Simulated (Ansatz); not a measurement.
Os (hcp, Mg type)

```
CELL_PARAMETERS angstrom
      5.50971     0.00000     0.00000
     -1.37743     2.38577     0.00000
      0.00000     0.00000     4.34430
ATOMIC_POSITIONS crystal
  Os 0.16667 0.66667 0.75000
  Os 0.66667 0.66667 0.75000
  Os 0.33333 0.33333 0.25000
  Os 0.83333 0.33333 0.25000
```

In each cell atom 1 (Os, nearest neighbour Os at 2.692 Å; its periodic images, 2.8 Å or more away, move with it) moves by s·(0.707, 0.707, 0.000) (along Cartesian [110]), the rest being held.

Level of theory: PBE (plane waves to 420 eV, PAW, scalar-relativistic; Ansatz, an electronic-structure program). k mesh 8×16×9 (Γ-centred), Fermi-Dirac smearing 0.05 eV. E stands for the smeared free energy. Stress and pressure are positive under compression. With partly filled bands, energies and forces of such displacements shift with the k mesh and the smearing. F∥ is the force on the atom along that direction. F⊥ is the part of the force across the line. Os is run without spin polarisation. Os was relaxed with its symmetry unable to fall. Spin-orbit coupling is left out, though Os is heavy. ΔE is measured from the undisplaced structure.

```csv
s (Å),ΔE (meV/cell),F∥ (eV/Å),|F⊥| (eV/Å),P (GPa)
-0.540,2869,13.372,0.787,30.7
-0.432,1658,9.208,0.454,18.9
-0.324,849,5.911,0.238,10.2
-0.216,354,3.405,0.113,4.4
-0.108,87,1.619,0.069,1.0
0.000,0,0.000,0.000,-0.1
0.108,86,-1.608,0.087,1.0
0.216,355,-3.434,0.174,4.3
0.324,846,-5.733,0.279,9.7
0.432,1608,-8.463,0.316,17.7
0.540,2694,-11.738,0.215,28.4
```

Summary:

| Property | Result |
|---|---|
| Energy at s = 0.540 Å | 2694 meV/cell |
| Force along the line at s = -0.540 Å | 13.4 eV/Å |
| Symmetry of the curve | not even: the negative side lies higher at ±0.540 Å |
| Shape of the curve | a single well with its minimum at or next to zero displacement |
| Force constant k = d²E/ds² at s = 0 (finite differences) | 14.6 eV/Å² |
| Harmonic estimate at the end of the scan | ½ks² = 2135 meV/cell against the computed 2694 meV/cell, so the well is stiffer than harmonic there |

(For displaced atoms, the force is minus the slope of the energy, and its curvature is a force constant, which sets phonon frequencies.)
